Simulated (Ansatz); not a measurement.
Relaxed TiO$_{2}$ (rutile):

```
CELL_PARAMETERS angstrom
      4.59117     0.00000     0.00000
      0.00000     4.59117     0.00000
      0.00000     0.00000     2.93906
ATOMIC_POSITIONS crystal
  Ti 0.00000 0.00000 0.00000
  Ti 0.50000 0.50000 0.50000
  O  0.30444 0.30444 0.00000
  O  0.80444 0.19556 0.50000
  O  0.19556 0.80444 0.50000
  O  0.69556 0.69556 0.00000
```

The numbers are results of PBEsol (plane waves to 420 eV, PAW, scalar-relativistic; Ansatz, a quantum-chemistry and plane-wave program), not measurements. k mesh 6×6×9 (Γ-centred), Fermi-Dirac smearing 0.05 eV. TiO2 is run without spin polarisation. TiO2 was relaxed with its symmetry unable to fall.

One atom of the cell was then moved (with its periodic images), all else fixed, and the forces (eV/Å) came out as:

```json
[
 {"atom": "Ti1", "Fx": "0.000", "Fy": "0.000", "Fz": "-0.106"},
 {"atom": "Ti2", "Fx": "0.000", "Fy": "0.000", "Fz": "0.027"},
 {"atom": "O3", "Fx": "0.006", "Fy": "0.006", "Fz": "-0.006"},
 {"atom": "O4", "Fx": "-0.052", "Fy": "0.052", "Fz": "0.045"},
 {"atom": "O5", "Fx": "0.052", "Fy": "-0.052", "Fz": "0.045"},
 {"atom": "O6", "Fx": "-0.006", "Fy": "-0.006", "Fz": "-0.006"}
]
```

**Question.** Which atom was moved, and by which vector (Å)?

**Answer.** Ti1, by (0.00, 0.00, 0.08), 0.08 Å in all.

(A displaced cell: forces are minus the slopes of the energy, force constants its curvatures, and phonons follow from these.)
